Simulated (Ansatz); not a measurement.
SnO in space group P4/nmm (No. 129; Sn on 2c, O on 2a) at seven volumes, the program Ansatz at the PBE level (PAW), shape and atoms relaxed at each. One row is withheld.

```
V (Å³/atom)  P (GPa)
-----------  -------
17.262          2.86
17.832          1.62
18.401          0.68
18.970          0.00
19.539         -0.46
20.108             ?
20.677         -0.92
```

Question: Fit the shown pressures and predict the withheld one.

Answer: P = (3/2)B₀(x^(7/2) − x^(5/2))[1 + (3/4)(B′ − 4)(x − 1)] with x = (V₀/V)^(2/3). Least squares on the six rows gives V₀ = 18.979 Å³/atom, B₀ = 18.4 GPa, B′ = 11.31. At V = 20.108, x = 0.9622 and P = -0.75 GPa. The run itself gave -0.75 GPa.

Symmetry was held in the PBE relaxation. The volume moved by 16 % from the start of the relaxation. A crystal of weakly bound layers computed without a dispersion correction: the cell and the soft elastic constants depend strongly on that. Scalar-relativistic: spin–orbit coupling is off unless named, which matters more the heavier the elements.

Potentials: the later of the program's two PAW sets.
